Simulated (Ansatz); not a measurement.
InSn2Sb:
```cif
data_In3Sb3Sn6
_chemical_formula_sum 'In3 Sb3 Sn6'
_space_group_name_H-M_alt 'R3m :H'
_space_group_IT_number 160
_space_group_name_Hall 'R 3 -2"'
_cell_length_a 4.68479
_cell_length_b 4.68479
_cell_length_c 22.65467
_cell_angle_alpha 90.000
_cell_angle_beta 90.000
_cell_angle_gamma 120.000
loop_
_atom_site_label
_atom_site_type_symbol
_atom_site_symmetry_multiplicity
_atom_site_Wyckoff_symbol
_atom_site_fract_x
_atom_site_fract_y
_atom_site_fract_z
_atom_site_occupancy
In1 In 3 a 0.00000 0.00000 0.00800 1
Sb1 Sb 3 a 0.00000 0.00000 0.87921 1
Sn1 Sn 3 a 0.00000 0.00000 0.49411 1
Sn2 Sn 3 a 0.00000 0.00000 0.36864 1
```
(The calculation used a cell of 4 atoms; values per cell refer to that cell.)

Relaxed at zero pressure with the program Ansatz at the r²SCAN level (PAW).

Q: The volume is raised by 6 % and shape and atoms relax at that volume. What pressure results, and how do the axes share the change?

A: -2.0 GPa; a 1.8 %, b 1.8 %, c 2.4 %; the energy rises by 14 meV/atom.

Q: Give the new structure.

A: 
Space group R3m, hexagonal axes (No. 160); a = 4.7674 Å, b = 4.7674 Å, c = 23.1886 Å, α = 90.00°, β = 90.00°, γ = 120.00°

```json
[
 {"atom": "In", "site": "3a", "symmetry": "3m", "x": "0.0000", "y": "0.0000", "z": "0.9925"},
 {"atom": "Sb", "site": "3a", "symmetry": "3m", "x": "0.0000", "y": "0.0000", "z": "0.1211"},
 {"atom": "Sn", "site": "3a", "symmetry": "3m", "x": "0.0000", "y": "0.0000", "z": "0.5058"},
 {"atom": "Sn", "site": "3a", "symmetry": "3m", "x": "0.0000", "y": "0.0000", "z": "0.6307"}
]
```

The phase is kept; no other phase was compared at this pressure.

The start of the workflow was typed in or built on a structure type; neither database checked (COD, Materials Project) lists it. Its standing as an ambient phase is unchecked. The r²SCAN relaxation kept the symmetry of its start; its stability against distortions is not shown here. The volume moved by 33 % from the start of the relaxation. Scalar-relativistic: spin–orbit coupling is off unless named, which matters more the heavier the elements.

Potentials: the earlier of the program's two PAW sets.
